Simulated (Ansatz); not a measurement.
Polymorphs of MoPd, each relaxed with the program Ansatz at the PBE level (PAW):

A: rock salt (Fm-3m)
a = 5.214 Å, b = 5.214 Å, c = 5.214 Å, α = 90.00°, β = 90.00°, γ = 90.00°

```csv
atom,site,symmetry,x,y,z
Pd,4a,m-3m,0.0000,0.0000,0.0000
Mo,4b,m-3m,0.5000,0.5000,0.5000
```

B: Cmcm
a = 2.658 Å, b = 10.624 Å, c = 4.352 Å, α = β = γ = 90.00°

```tsv
atom	site	symmetry	x	y	z
Mo	4c	m2m	0.0000	0.3258	0.2500
Pd	4c	m2m	0.0000	0.0695	0.2500
```

C: CsCl type (Pm-3m)
a = b = c = 3.159 Å, α = β = γ = 90.00°

```json
[
 {"atom": "Pd", "site": "1a", "symmetry": "m-3m", "x": "0.0000", "y": "0.0000", "z": "0.0000"},
 {"atom": "Mo", "site": "1b", "symmetry": "m-3m", "x": "0.5000", "y": "0.5000", "z": "0.5000"}
]
```

**Question.** Rank these by energy per atom at 0 K (lowest first), as PBE gives it.

**Answer.** B (+0 meV/atom), C (+422 meV/atom), A (+1058 meV/atom)

Typed or built starts, not in the databases checked: A; B; C. All cells were relaxed under the symmetry of their starts (and spin orders); stability against distortions was not tested throughout. Rows with no word on spin ran without spin polarisation. Scalar-relativistic: spin–orbit coupling is off unless named, which matters more the heavier the elements.

Energies hold the estimated change up to a 700 eV cutoff; steps of a few meV lie near the error of the meshes.

Potentials: the earlier of the program's two PAW sets.
